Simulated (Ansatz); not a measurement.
Given:

SrO:
```xyz
2
Lattice="0.0000 2.5613 2.5613 2.5613 0.0000 2.5613 2.5613 2.5613 0.0000" Properties=species:S:1:pos:R:3 pbc="T T T"
Sr     2.5613     2.5613     2.5613
O      0.0000     0.0000     0.0000
```

This is the PBEsol-relaxed structure.

### Question
All from PBEsol (plane waves, PAW; program Ansatz), unless another level is named. Estimate the Debye temperature from the elastic constants.

### Answer
440 K.

### Question
Predict the elastic constants (relaxed ions, GPa).

### Answer
C11 = 184, C12 = 48.8, C44 = 54.8.

Space group Fm-3m (rock salt). Symmetry was held in the PBEsol relaxation.

Potentials: the earlier of the program's two PAW sets. The files were generated under PBE; for other functionals the program regenerates the frozen cores, and for LDA and PBEsol the local potential too.
